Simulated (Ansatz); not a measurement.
Cu Kα1 powder pattern (kinematic, no thermal factors).
| 2θ (°) | relative intensity |
| --- | --- |
| 10.03 | 63 |
| 19.46 | 3 |
| 21.94 | 100 |
| 28.15 | 72 |
| 34.05 | 43 |
| 35.58 | 20 |
| 36.36 | 36 |
| 40.87 | 20 |
| 40.94 | 7 |
| 44.74 | 21 |
| 45.71 | 4 |
| 46.29 | 1 |
| 50.66 | 14 |
| 51.84 | 3 |
| 54.22 | 17 |
| 54.27 | 18 |
| 55.90 | 4 |
| 57.39 | 20 |
| 58.21 | 2 |
| 60.94 | 8 |
| 61.94 | 4 |
| 62.46 | 15 |
| 63.49 | 9 |
| 66.89 | 6 |
| 67.09 | 2 |
| 69.18 | 3 |
| 71.68 | 5 |
| 72.60 | 3 |
| 76.00 | 7 |
| 76.05 | 7 |
| 77.22 | 4 |
| 77.42 | 3 |
| 78.70 | 8 |
| 78.82 | 4 |
| 83.13 | 7 |
| 84.06 | 4 |
| 85.96 | 2 |
| 86.00 | 5 |
| 87.15 | 6 |
| 88.59 | 3 |
| 88.72 | 3 |
| 89.28 | 1 |

The pattern is computed from a structure relaxed with Ansatz 0.2.0, DFT PBE, scalar-relativistic, plane waves, PAW. No spin polarisation. Its elements are Au, Cs.

Problem. Give the structure.

Solution. Cs₂Au.
Space group P-3m1 (No. 164). a = 5.262 Å, b = 5.262 Å, c = 8.811 Å, α = 90.00°, β = 90.00°, γ = 120.00°
```csv
atom,site,symmetry,x,y,z
Cs,2d,3m.,0.3333,0.6667,0.2261
Au,1a,-3m.,0.0000,0.0000,0.0000
```

A pattern alone doesn't exclude other cells with like lines; this is the one computed.

It was reached by relaxing an invented guess, and it needn't be the stable form of this composition.
